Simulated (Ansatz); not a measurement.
Zr₂C in space group P4/nmm (No. 129; Zr on 2a, Zr on 2c, C on 2c), DFT-r²SCAN in the program Ansatz with PAW potentials, all energies at zero smearing, with the estimated change up to a 700 eV cutoff added, with one set of potentials and settings (totals compare only within such a set). Cell of 6 atoms (4 Zr, 2 C): -17283.460 eV.

```
element                reference phase  E (eV/atom)
-------  -----------------------------  -----------
Zr       P6_3/mmc, 2 atoms in the cell   -4195.0260
C        P6_3/mmc, 4 atoms in the cell    -251.6711
```

Formation energy per atom, worked out: (-17283.460 − 4×(-4195.0260) − 2×(-251.6711))/6 = -0.002 eV/atom (0 kJ per mol of atoms), at 0 K, without zero-point energy or fitted corrections.

A made-up cell: these elements were put on the sites of a structure type; neither database checked (COD, Materials Project) lists it. Its standing as an ambient phase is unchecked. The r²SCAN relaxation kept the symmetry of its start; whether a distortion lowers the energy is not shown. No spin polarisation was allowed. The references are the lowest solids computed at this level, not always the standard phases.

Potentials: the later of the program's two PAW sets.
